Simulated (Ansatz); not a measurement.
Input:

AlCrGe:
```xyz
6
Lattice="3.9292 0.0000 0.0000 0.0000 3.9292 0.0000 0.0000 0.0000 5.9965" Properties=species:S:1:pos:R:3 pbc="T T T"
Cr     1.9646     1.9646     0.0000
Cr     0.0000     0.0000     0.0000
Al     0.0000     1.9646     4.2178
Al     1.9646     0.0000     1.7787
Ge     1.9646     0.0000     4.3322
Ge     0.0000     1.9646     1.6644
```
The run is spin-polarised; directions of the spins, atom by atom: ↓ ↑ 0 0 0 0.

This is the PBE-relaxed structure.

Q: All from PBE (plane waves, PAW; program Ansatz), unless another level is named. Give the electronic character.

A: metallic (no gap).

Q: Predict the formation energy from the elements (no fitted shifts).

A: -0.067 eV/atom.

Q: Give the density of states at the Fermi level.

A: 0.63 states/eV per atom (mean over ±0.08 eV).

Space group P4/nmm. The start of the workflow was typed in or built on a structure type; neither database checked (COD, Materials Project) lists it. Its standing as an ambient phase is unchecked. The cell was relaxed with PBE under the symmetry of its start, as lowered by the spin order; its stability against distortions is not shown here. The final state is antiferromagnetic, chosen from 2 collinear starts compared on coarse meshes (ties went to the first, and starts can fall back to one state), not a proven ground state. The references are the lowest solids computed at this level, not always the standard phases. Scalar-relativistic: spin–orbit coupling is off unless named, which matters more the heavier the elements.

Potentials: the earlier of the program's two PAW sets.
